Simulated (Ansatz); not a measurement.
Sheets of one type (M3X2T2 MXene-type), the program Ansatz at the PBE level (PAW); HSE06 gaps on those cells.

```json
[
 {"layer": "Ti3C2F2", "a (Å)": "…", "thickness (Å)": "…"},
 {"layer": "Ti3C2O2", "a (Å)": "3.036", "thickness (Å)": "6.95"},
 {"layer": "Ti3F2N2", "a (Å)": "3.025", "thickness (Å)": "7.19"},
 {"layer": "Ti3C2S2", "a (Å)": "3.149", "thickness (Å)": "8.05"},
 {"layer": "Ti3C2Cl2", "a (Å)": "3.189", "thickness (Å)": "8.00"}
]
```

Question: Fill in the missing entries.

Answer: 
- Ti3C2F2, a (Å): 3.075
- Ti3C2F2, thickness (Å): 7.21

All cells were relaxed under the symmetry of their starts (and spin orders); stability against distortions was not tested throughout. Rows with no word on spin ran without spin polarisation. Constructed layers (a layer type filled with these elements): Ti3C2F2, M3X2T2 MXene-type layer; Ti3C2O2, M3X2T2 MXene-type layer; Ti3F2N2, M3X2T2 MXene-type layer; Ti3C2S2, M3X2T2 MXene-type layer; Ti3C2Cl2, M3X2T2 MXene-type layer.

Potentials: the later of the program's two PAW sets.
